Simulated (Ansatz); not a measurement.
A crystal relaxed with r2SCAN in the plane-wave code Ansatz has space group Imm2 (No. 44) and a = 2.853 Å, b = 8.582 Å, c = 4.025 Å.

```json
{"atom": "Xx", "site": "4d", "x": "0.0000", "y": "0.3262", "z": "0.9935"}
{"atom": "B", "site": "4d", "x": "0.5000", "y": "0.3086", "z": "0.2200"}
{"atom": "As", "site": "2a", "x": "0.0000", "y": "0.0000", "z": "0.0004"}
{"atom": "B", "site": "2b", "x": "0.5000", "y": "0.0000", "z": "0.3225"}
```

The r2SCAN gap is direct at X: 0.39 eV. With HSE06 the gap is 0.93 eV and direct, at X. Meshes: r2SCAN 10×10×10, HSE06 6×6×6.

Problem. Which element is Xx?
A. Bi
B. Sb
C. N
D. P

Solution. C. Xx is N: B3AsN2, ordered on the zincblende lattice (Imm2) with 6 atoms a cell. N has 4 B at 1.60–1.70 Å; B has 3 N at 1.60–1.70 Å and 1 As at 1.99 Å; As has 4 B at 1.93–1.99 Å and 2 As at 2.85 Å; B has 2 N at 1.64 Å and 2 As at 1.93 Å.

The cell comes from a prototype generator: it can be a known phase or a hypothetical one. Spin polarisation is off.

The runs are scalar-relativistic, without spin-orbit coupling.
